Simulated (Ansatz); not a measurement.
La$_{2}$WN$_{4}$:
```cif
data_La2N4W
_chemical_formula_sum 'W1 La2 N4'
_space_group_name_H-M_alt 'P 1'
_space_group_IT_number 1
_cell_length_a 6.96738
_cell_length_b 6.96738
_cell_length_c 6.96738
_cell_angle_alpha 146.822
_cell_angle_beta 146.822
_cell_angle_gamma 47.627
loop_
_space_group_symop_operation_xyz
  'x, y, z'
loop_
_atom_site_label
_atom_site_type_symbol
_atom_site_fract_x
_atom_site_fract_y
_atom_site_fract_z
_atom_site_occupancy
W1 W 0.00000 0.00000 0.00000 1
La1 La 0.35451 0.35451 0.00000 1
La2 La 0.64549 0.64549 0.00000 1
N1 N 0.50000 0.00000 0.50000 1
N2 N 0.00000 0.50000 0.50000 1
N3 N 0.16230 0.16230 0.00000 1
N4 N 0.83770 0.83770 0.00000 1
```

Relaxed with r²SCAN.

Question: Tabulate the valence density and the electron localisation function along the shortest W–La contact (3.37 Å), plane-wave PAW r²SCAN (Ansatz code).

Answer: 

```csv
distance from W (Å),density (e/Å³),ELF
0.34,5.83,0.50
0.51,4.78,0.71
0.67,2.78,0.67
0.84,1.19,0.41
1.01,0.50,0.16
1.18,0.28,0.10
1.35,0.20,0.11
1.52,0.15,0.10
1.68,0.14,0.07
1.85,0.14,0.06
2.02,0.21,0.13
2.19,0.39,0.43
2.36,0.73,0.73
2.53,1.19,0.81
2.70,1.56,0.77
2.86,1.69,0.56
3.03,1.72,0.21
```

The density is the valence pseudo-density with augmentation charge, so density and ELF within about 1 Å of a nucleus are not all-electron values.

Space group I4/mmm. The start of the workflow was typed in or built on a structure type; neither database checked (COD, Materials Project) lists it. Its standing as an ambient phase is unchecked. Symmetry was held in the r²SCAN relaxation; whether a distortion lowers the energy is not shown. The workflow began spin-polarised and lost its moments. The cell computed holds one magnetic atom, so no antiferromagnetic order was within reach. The volume moved by -15 % from the start of the relaxation. Scalar-relativistic: spin–orbit coupling is off unless named, which matters more the heavier the elements.

Potentials: the earlier of the program's two PAW sets.
